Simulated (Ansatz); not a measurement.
Levels of theory for LuGaAs2 (ordering on rocksalt)

All numbers come from Ansatz. Simulation only: non-magnetic, and no claim that this is the phase found in nature.

The cell is LuGaAs2, ordered on the rocksalt lattice (P4/mmm) with 4 atoms a cell; cell and atoms were relaxed with r2SCAN. It is tetragonal, P4/mmm (No. 123); a = 3.898 Å, c = 5.712 Å in the conventional setting, 21.69 Å³ an atom. Ga is surrounded by 6 As at 2.76–2.86 Å; As is surrounded by 4 Lu at 2.76 Å and 2 Ga at 2.86 Å; Lu is surrounded by 6 As at 2.76–2.86 Å; As is surrounded by 4 Ga at 2.76 Å and 2 Lu at 2.86 Å.

```cif
data_structure
_symmetry_space_group_name_H-M 'P 1'
_symmetry_Int_Tables_number 1
_cell_length_a 3.8976
_cell_length_b 3.8976
_cell_length_c 5.7119
_cell_angle_alpha 90.000
_cell_angle_beta 90.000
_cell_angle_gamma 90.000
_cell_volume 86.77
loop_
_atom_site_label
_atom_site_type_symbol
_atom_site_fract_x
_atom_site_fract_y
_atom_site_fract_z
_atom_site_occupancy
Ga1 Ga 0.00000 0.00000 0.00000 1
As1 As 0.00000 0.00000 0.50000 1
Lu1 Lu 0.50000 0.50000 0.50000 1
As2 As 0.50000 0.50000 0.00000 1
```

Relaxed lattice by functional, symmetry kept:
```csv
functional,k mesh,a (Å),c (Å),volume (Å³/atom)
PBE,6×6×4,3.928,5.756,22.20
r2SCAN,6×6×4,3.898,5.712,21.69
```

Band edges at fixed r2SCAN geometry:
```tsv
level	k mesh	gap (eV)	kind	edges	least direct gap (eV)	rough cost
PBE	6×6×4	none (overlap 1.81)	–	–	–	14 core-seconds
PBE+SOC	6×6×4	none (overlap 1.45)	–	–	–	60 core-seconds
r2SCAN	6×6×4	none (overlap 1.84)	–	–	–	22 core-seconds
```
All runs use a smearing of 0.02 eV.
Wave cutoffs: 420 eV, 500 eV (r2SCAN).
Points off the special ones are mesh points or PBE's searched band edges, reused at the other levels.
Costs come from shared machines and give only the order; PBE's includes the band path. The runs had 2 threads of Intel(R) Xeon(R) Platinum 8259CL CPU @ 2.50GHz (Skylake/Cascade Lake) (shared host).

r2SCAN gives no gap: the lowest nominally empty band dips 1.84 eV below the top of the last filled one (its bottom at M–A (0.30 of the way from M), the top at Γ), so the cell is a metal or semimetal at this level. With PBE+SOC the bands overlap by 1.45 eV (counted from 1, band 68 peaks at Γ and band 69 bottoms out at M–A (0.30 of the way from M)): no gap.

No level opens a gap, but no hybrid is among them, and semilocal functionals can close a real gap.

Only the levels marked +SOC include spin-orbit coupling.
